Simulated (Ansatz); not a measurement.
HfN (CsCl type, Pm-3m), the program Ansatz at the PBE level (PAW), all energies at zero smearing, with the estimated change up to a 700 eV cutoff added, with one set of potentials and settings (totals compare only within such a set). Cell of 2 atoms (1 Hf, 1 N): -16106.718 eV.

```json
[
 {"element": "Hf", "reference phase": "P6_3/mmc, 2 atoms in the cell", "E (eV/atom)": "-15721.3637"},
 {"element": "N", "reference phase": "Pa-3, 8 atoms in the cell", "E (eV/atom)": "-384.0325"}
]
```

Formation energy per atom, worked out: (-16106.718 − 1×(-15721.3637) − 1×(-384.0325))/2 = -0.661 eV/atom (-64 kJ per mol of atoms), at 0 K, without zero-point energy or fitted corrections.

A made-up cell: these elements were put on the sites of a structure type; neither database checked (COD, Materials Project) lists it. It is not the phase usual at ambient conditions (space group No. 225). Symmetry was held in the PBE relaxation; its stability against distortions is not shown here. The run is not spin-polarised. The references are the lowest solids computed at this level, not always the standard phases (solids in place of the gases). Scalar-relativistic: spin–orbit coupling is off unless named, which matters more the heavier the elements.

Potentials: the later of the program's two PAW sets.
